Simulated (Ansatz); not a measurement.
CaTiO3:
```
CELL_PARAMETERS angstrom
      2.69964     1.55864     4.44232
     -2.69964     1.55864     4.44232
      0.00000    -3.11727     4.44232
ATOMIC_POSITIONS crystal
  Ca 0.27606 0.27606 0.27606
  Ca 0.77606 0.77606 0.77606
  Ti 0.01620 0.01620 0.01620
  Ti 0.51620 0.51620 0.51620
  O  0.74859 0.18296 0.32648
  O  0.32648 0.74859 0.18296
  O  0.18296 0.32648 0.74859
  O  0.82648 0.68296 0.24859
  O  0.24859 0.82648 0.68296
  O  0.68296 0.24859 0.82648
```

Relaxed with PBEsol.

Q: Give the optical modes at the zone centre with their infrared activity from DFPT, PBEsol in the plane-wave PAW code Ansatz.

A: Transverse frequencies, without the LO–TO term; a row sums one degenerate level.

```csv
ω (cm⁻¹),degeneracy,IR ((D/Å)²/amu),activity,symmetry
112,2,18.72,IR,E
161,1,27.19,IR,A1
169,1,0.00,IR-inactive,A2
212,2,68.16,IR,E
230,2,37.58,IR,E
242,2,60.18,IR,E
260,1,31.30,IR,A1
290,1,24.47,IR,A1
292,2,41.84,IR,E
333,1,0.00,IR-inactive,A2
365,2,8.71,IR,E
413,1,0.00,IR-inactive,A2
429,1,0.00,IR-inactive,A2
449,2,0.41,IR,E
545,2,60.42,IR,E
550,1,35.72,IR,A1
578,2,3.06,IR,E
815,1,0.00,IR-inactive,A2
```

Q: How high does the top mode go among those that the LO–TO term moves?

A: 785 cm⁻¹ for q along x, 785 cm⁻¹ for q along y, 762 cm⁻¹ for q along z.

Space group R3c. The start of the workflow was typed in or built on a structure type; neither database checked (COD, Materials Project) lists it. COD files the formula under space group No. 11, 62, 65, 140, 221, so this cell is another polymorph or a model. Its standing as an ambient phase is unchecked. The PBEsol relaxation kept the symmetry of its start; phonons on a q-mesh show no instability. The workflow began spin-polarised and lost its moments.

Potentials: the later of the program's two PAW sets.
